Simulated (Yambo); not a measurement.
RbBH4 (space group F-43m, No. 216), G0W0@LDA (Yambo, plasmon pole, terminator in G, 4×4×4 mesh): gap Γ → X in eV by bands and screening block.

| bands (W and G) | 2 Ry | 3 Ry | 5 Ry | 6 Ry | 8 Ry |
|---|---|---|---|---|---|
| 27 | 8.74 | 8.80 | … | … | 8.91 |
| 47 | … | 8.68 | 8.80 | 8.84 | 8.86 |
| 74 | 8.56 | 8.64 | 8.80 | 8.84 | 8.87 |
| 109 | 8.54 | 8.62 | 8.81 | 8.85 | 8.89 |
| 143 | 8.54 | 8.62 | 8.81 | 8.87 | 8.91 |

Task: Estimate the withheld gaps from their neighbours; the computed values follow.

Result: 
- 27, 5 Ry: 8.88
- 27, 6 Ry: 8.90
- 47, 2 Ry: 8.60

The largest settings aren't shown to be the converged limit.

Geometry of the Materials Project entry, not relaxed at this level; primitive cell a = b = c = 4.8836 Å, α = β = γ = 60.00°.

The structure is a Materials Project entry; no match was found in the copy of COD used, and its stability was not checked.
